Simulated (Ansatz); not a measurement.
Lattice vibrations of Al$_{3}$GaAs$_{4}$ at Γ

Level of theory: Ansatz, DFT PBE, scalar-relativistic, plane waves, PAW. Cutoff 420 eV, 6×6×6 k-points (Γ-centred), fixed occupations. No spin polarisation. Phonons by linear response, acoustic sum rule imposed.

Relaxed structure:
```xyz
8
Lattice="5.7331 0.0000 0.0000 0.0000 5.7331 0.0000 0.0000 0.0000 5.7331" Properties=species:S:1:pos:R:3 pbc="T T T"
Al    0.0000    2.8665    2.8665
Al    2.8665    2.8665    0.0000
Al    2.8665    0.0000    2.8665
Ga    0.0000    0.0000    0.0000
As    4.2947    4.2947    1.4384
As    4.2947    1.4384    4.2947
As    1.4384    4.2947    4.2947
As    1.4384    1.4384    1.4384
```

The cell was found from a structure generator's guess, not taken from experiment. The run warned that its linear response isn't converged on this k mesh, so dielectric tensors, Born charges and infrared intensities are rough, and the frequencies may be too.

(1) Is this structure stable against zone-centre distortions?

(2) List the optical modes at Γ without the LO field (i marks imaginary ones).

## Answers

(1) Yes, at Γ: no optical mode is imaginary. Strains and other wave vectors aren't tested by this run.

(2)
```csv
frequency (cm⁻¹),degeneracy,IR intensity of the level ((D/Å)²/amu)
84,3,0.09
99,3,0.00
202,1,0.00
209,2,0.00
232,3,7.02
316,3,0.00
340,3,36.83
363,3,13.43
```
